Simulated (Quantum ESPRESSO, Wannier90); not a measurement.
Wannier functions of ZrN (P-3m1)

```xyz
4
Lattice="3.2090 0.0000 0.0000 -1.6045 2.7791 0.0000 0.0000 0.0000 5.5169" Properties=species:S:1:pos:R:3 pbc="T T T"
Zr    -1.6045     0.9264    -1.4053
Zr     1.6045    -0.9264     1.4053
N      0.0000     0.0000     0.0000
N      0.0000     0.0000     2.7585
```

Cell from Materials Project (mp-1014160), symmetrised, no further relaxation. Not found in the COD (Crystallography Open Database) copy used, which has the formula in other groups; not checked further. Level: PBEsol, no spin polarisation, no spin-orbit coupling; pw.x of Quantum ESPRESSO at 68 Ry with PseudoDojo potentials, 12×12×6 k-points, Wannier90. Density: 12×12×6 mesh, cold smearing 0.01 Ry.

A tight-binding model is made by disentanglement and projection with no localisation steps (num_iter = 0), so the 16 orbitals stay atom-like: hydrogen-like Zr: d; N: p, axes along x, y, z; frozen window up to 1.50 eV relative to the Fermi level. It follows pw.x to 1.2 meV rms for states up to 1.0 eV relative to the Fermi level. Matrix elements depend on this choice of orbitals and windows.

### Question
Which pairs of orbitals on different sites are coupled most strongly? Give distance, modulus and how many such pairs a cell has.

### Answer
| orbital | orbital | distance of the centres (Å) | modulus (eV) | pairs |
|---|---|---|---|---|
| N py | Zr dyz | 2.31 | 1.70 | 2 |
| N py | Zr dyz | 2.34 | 1.61 | 2 |
| N px | Zr dxz | 2.30 | 1.10 | 4 |
| N px | Zr dxy | 2.15 | 1.06 | 2 |
| N px | Zr dxz | 2.33 | 1.04 | 4 |
| N px | Zr dyz | 2.29 | 1.03 | 4 |
| N py | Zr dxz | 2.31 | 1.03 | 4 |
| N px | Zr dxy | 2.18 | 1.00 | 2 |
| N px | Zr dyz | 2.31 | 0.99 | 4 |
| N py | Zr dxz | 2.33 | 0.99 | 4 |
| N py | Zr dx2-y2 | 2.23 | 0.96 | 4 |
| N pz | Zr dyz | 2.34 | 0.94 | 2 |
| Zr dx2-y2 | Zr dxy | 2.90 | 0.93 | 4 |
| N pz | Zr dx2-y2 | 2.44 | 0.90 | 2 |
| N py | Zr dx2-y2 | 2.26 | 0.90 | 4 |
| N pz | Zr dyz | 2.31 | 0.88 | 2 |
| N pz | Zr dx2-y2 | 2.47 | 0.84 | 2 |
| N pz | Zr dxz | 2.33 | 0.81 | 4 |
| N pz | Zr dxy | 2.37 | 0.78 | 4 |
| N pz | N pz | 2.76 | 0.77 | 2 |
| Zr dx2-y2 | Zr dx2-y2 | 3.21 | 0.77 | 2 |
| N pz | Zr dxz | 2.31 | 0.76 | 4 |
| N px | Zr dxy | 2.37 | 0.76 | 4 |
| N pz | Zr dz2 | 2.29 | 0.74 | 6 |
| N pz | Zr dxy | 2.41 | 0.73 | 4 |
| N px | Zr dxy | 2.41 | 0.70 | 4 |
| N px | Zr dxz | 2.28 | 0.67 | 4 |
| N py | Zr dx2-y2 | 2.44 | 0.66 | 2 |
| N pz | Zr dz2 | 2.33 | 0.66 | 6 |
| N py | Zr dx2-y2 | 2.47 | 0.59 | 2 |
